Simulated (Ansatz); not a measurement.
# RbReSe₂ in Ansatz, relaxation

The input file (Ansatz 0.2.0, plane waves):

```yaml
crystal:
  lattice:
    - [4.075085, 0.0, 0.0]
    - [-2.037543, 3.529129, 0.0]
    - [0.0, -2.352749, 7.693338]
  atoms:
    - { symbol: Re, position: [0.5, 0.0, 0.5] }
    - { symbol: Se, position: [0.2311, 0.4622, 0.6933] }
    - { symbol: Se, position: [0.7689, 0.5378, 0.3067] }
    - { symbol: Rb, position: [0.0, 0.0, 0.0] }
  symmetry: { tolerance: 0.0003 }
kpoints:
  mp_grid: { grid: [7, 7, 7], shift: [0, 0, 0] }
magnetization:
  spin_polarized: false
scf:
  occupations: { method: fermi_dirac }
  lower_state_search: "off"
hamiltonian:
  pseudopotentials: { kind: paw }
  xc: pbe
basis:
  ecutwfc: 420
  fft_grid_basis: typed
relax:
  max_steps: 80
  f_tol: 0.03
output:
  forces: true
  stress: true
  eigenvalues: true
  bader: true
  populations: true
  elf: true
  write_potential: true
  volumetric_format: npy
  dos:
    e_range: [-12, 8]
    de: 0.05
    projected: { site_lists: { Rb: [Rb], Re: [Re], Se: [Se] } }
checkpoint:
  read: saved_state
```

Launch command:

```bash
ansatz run input.yaml --threads 2 --pin off --max-ram 3584MiB --backend cpu --events-out ev --progress --plain --runs-dir out
```

Origin of the cell: a known structure type with other elements, at an estimated volume, so it need not be a known compound.

The smearing width isn't typed, so it takes its default of 0.1 eV.

The saved state is a converged single point of the same cell.

Output (shortened):

```
SCF iter   1: F=—  HF=-25073.532096 eV  Δρ=6.17e-4  dr2=2.83e-4
SCF iter   2: F=—  HF=-25073.532391 eV  Δρ=6.21e-4  dr2=2.64e-4
SCF iter   3: F=—  HF=-25073.532313 eV  Δρ=8.20e-5  dr2=3.90e-6
SCF iter   4: F=—  HF=-25073.532351 eV  Δρ=1.64e-5  dr2=3.82e-7
SCF iter   5: F=-25073.532352 eV  HF=-25073.532352 eV  Δρ=5.52e-6  dr2=4.74e-8
relax step   1: F+E_penalty+E_count = -25073.532352 eV  Δ(F+E_penalty+E_count) = +0.000e0 eV  max|allowed force component| = 2.222e0 eV/Å  Δτ_max = 0.0000 Å  (5 SCF iters, accepted)
relax step   2: F+E_penalty+E_count = -25074.148801 eV  Δ(F+E_penalty+E_count) = -6.164e-1 eV  max|allowed force component| = 8.926e-1 eV/Å  Δτ_max = 0.1950 Å  (6 SCF iters, dr2 threshold 1.00e-4 eV, accepted)
relax step   3: F+E_penalty+E_count = -25074.248217 eV  Δ(F+E_penalty+E_count) = -9.942e-2 eV  max|allowed force component| = 1.597e-1 eV/Å  Δτ_max = 0.1342 Å  (6 SCF iters, dr2 threshold 4.98e-5 eV, accepted)
relax step   4: F+E_penalty+E_count = -25074.251401 eV  Δ(F+E_penalty+E_count) = -3.184e-3 eV  max|allowed force component| = 1.406e-2 eV/Å  Δτ_max = 0.0218 Å  (5 SCF iters, dr2 threshold 1.59e-6 eV, accepted)
relax step   5: F+E_penalty+E_count = -25074.251402 eV  Δ(F+E_penalty+E_count) = -7.055e-7 eV  max|allowed force component| = 1.405e-2 eV/Å  Δτ_max = 0.0000 Å  (4 SCF iters, accepted)
SCF 5 converged in 4 iterations: F = -25074.251402 eV  dr2 = 8.36e-10
SCF converged after 4 iterations
Free energy (F): -25074.251402 eV
Harris-Foulkes:  -25074.251402 eV  (|F-HF|=4.95e-10)
Internal energy: -25074.107611 eV  (E = F + TS)
E sigma→0 (E₀):  -25074.179506 eV
Entropy (-TS):   -0.143790 eV (-35.948 meV/atom)
Fermi energy:    9.113875 eV
--- Per-component energies (eV) ---
  E_band       = -1084.720466
  E_kinetic    = 964.413215
  E_local      = -8831.880930  (includes V_loc(G=0)·N_el)
  E_nonlocal   = -964.292776
  E_hartree    = 4062.642540
  E_xc         = -739.270921
  E_vxc        = -632.803957  (∫ρ·V_xc dr)
  E_paw        = -15101.857193  (= ΣΔE_a)
  E_vpaw       = 254.558804  (= ΣTr[D̂ρ^β])
  E_aug_tail   = -0.001222  (compensation charges beyond the density's cutoff)
  E_ewald      = -4463.860324
  E_smearing   = -0.143790  (= −TS)
  Σ components = -25074.251402   (vs F -25074.251402, Δ=0.00e0)
--- Forces (eV/Å), atoms counted from 1 ---
  atom   1  Re     0.000000     0.000000     0.000000
  atom   2  Se     0.000000    -0.000000    -0.014053
  atom   3  Se    -0.000000     0.000000     0.014053
  atom   4  Rb     0.000000     0.000000     0.000000
  max |Σ_I F_I| component: 3.47e-18 eV/Å
--- Stress (GPa, compression-positive) ---
       -4.998690      -0.000000      -0.000000
       -0.000000      -4.998690       0.000000
       -0.000000       0.000000      -3.820071
  P = ⅓ Tr σ = -4.6058 GPa (-46.058 kbar)
--- Relaxed structure (5 steps of the walk, 5 accepted, 0 SCFs on fresh bases) ---
  F+E_penalty+E_count = -25074.251402 eV   max|allowed force component| = 1.405e-2 eV/Å
  atoms:
    - { symbol: Re, position: [0.5, -5.551e-17, 0.5] }
    - { symbol: Se, position: [0.217784, 0.435569, 0.653353] }
    - { symbol: Se, position: [0.782216, 0.564431, 0.346647] }
    - { symbol: Rb, position: [0.0, 0.0, 0.0] }
--- Löwdin populations: 4 sites ---
  site symbol       q [e]
     0     Re     14.6884
     1     Se     16.3846
     2     Se     16.3846
     3     Rb      8.2806
  spilling = 0.004677 (of n_electrons = 56.000000)
--- Bader charges: 4 sites ---
  site symbol  charge [e]  shift [e]
     0     Re      0.6619     0.0013
     1     Se     -0.7121     0.0006
     2     Se     -0.7121     0.0006
     3     Rb      0.7623     0.0000
  estimated error of the sums over rays = 4.5e-4 e
```

Before:

Space group R-3m (No. 166); the run's cell has a = 4.075 Å, b = 4.075 Å, c = 8.045 Å, α = 104.67°, β = 90.00°, γ = 120.00°. Shortest distances: Re–Se 2.78 Å, Rb–Se 3.33 Å.

After:

Space group R-3m (No. 166); the run's cell has a = 4.075 Å, b = 4.075 Å, c = 8.045 Å, α = 104.67°, β = 90.00°, γ = 120.00°. Shortest distances: Re–Se 2.63 Å, Se–Se 3.33 Å, Rb–Se 3.56 Å.

```
Free energy lowered by  : 179.8 meV/atom
Final pressure          : -4.61 GPa
Relaxation steps listed : 5
Gap on the mesh         : none (metal)
```

Caveats: no moments, though an odd count or open d shells may carry them; no spin-orbit coupling, though heavy elements are present; the SCF threshold is looser than advised for a stress; the relaxation held the start's symmetry, so the end may be a saddle point.

Time: 38 s on 2 threads of Arm Neoverse V2, with other jobs on the host, peak memory 0.49 GiB, from a saved density.
